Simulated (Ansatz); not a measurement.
BaHfO3:
```yaml
crystal:
  lattice:
    - [4.12121, 0.00000, 0.00000]
    - [0.00000, 4.12121, 0.00000]
    - [0.00000, 0.00000, 4.12121]
  atoms:
    - { symbol: Ba, position: [0.00000, 0.00000, 0.00000] }
    - { symbol: Hf, position: [0.50000, 0.50000, 0.50000] }
    - { symbol: O, position: [0.00000, 0.50000, 0.50000] }
    - { symbol: O, position: [0.50000, 0.50000, 0.00000] }
    - { symbol: O, position: [0.50000, 0.00000, 0.50000] }
```

Cartesian axes are those of the cell as given.

**Question.** Give the high-frequency dielectric tensor and the Born effective charge tensors of the independent atoms from DFPT, LDA (plane waves, PAW; program Ansatz).

**Answer.** 
ε∞:
```
4.77  0.00  0.00
0.00  4.77  0.00
0.00  0.00  4.77
```
Z* of atom 1 (Ba), rows: field, columns: displacement, in e:
```
2.77  0.00  0.00
0.00  2.77  0.00
0.00  0.00  2.77
```
Z* of atom 2 (Hf), rows: field, columns: displacement, in e:
```
5.89  0.00  0.00
0.00  5.89  0.00
0.00  0.00  5.89
```
Z* of atom 3 (O), rows: field, columns: displacement, in e:
```
-4.59   0.00   0.00
 0.00  -2.03   0.00
 0.00   0.00  -2.03
```

Space group Pm-3m (cubic perovskite). The LDA relaxation kept the symmetry of its start; phonons show weakly imaginary modes. No spin polarisation was allowed. Scalar-relativistic: spin–orbit coupling is off unless named, which matters more the heavier the elements.

Potentials: the later of the program's two PAW sets.
